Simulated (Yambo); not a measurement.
Li$_{2}$O (anti-fluorite, space group Fm-3m, No. 225) under isotropic strain of +2 % on all lattice vectors; a = b = c = 3.301 Å, α = β = γ = 60.00°. With the G0W0 scissor the direct gap on the mesh is 7.59 eV.

Problem. Can the lowest exciton of this BSE run be trusted, and with what binding energy? (Yambo, PBEsol bands; 10×10×10 mesh, 3 valence and 1 conduction bands, static screening with 15 bands and a 4 Ry block, scissor 2.64 eV, Tamm-Dancoff.)

Solution. The mesh holds a bound state, but the numbers are provisional. These are vertical excitations (zero momentum); the indirect quasiparticle gap, about 7.40 eV, is smaller than the direct one (7.59 eV on the GW mesh). The lowest state lies at 6.76 eV (strong for light along x, 3 states within 2 meV), the direct quasiparticle gap on this mesh at 7.59 eV. Its binding energy, counted from that gap, is 0.83 eV; it spreads over about 20 k points of the mesh. Convergence with the mesh was not shown. The scissor comes from a G0W0 run whose convergence isn't established. 

Geometry strained from the cell relaxed with PBEsol, atoms relaxed again.
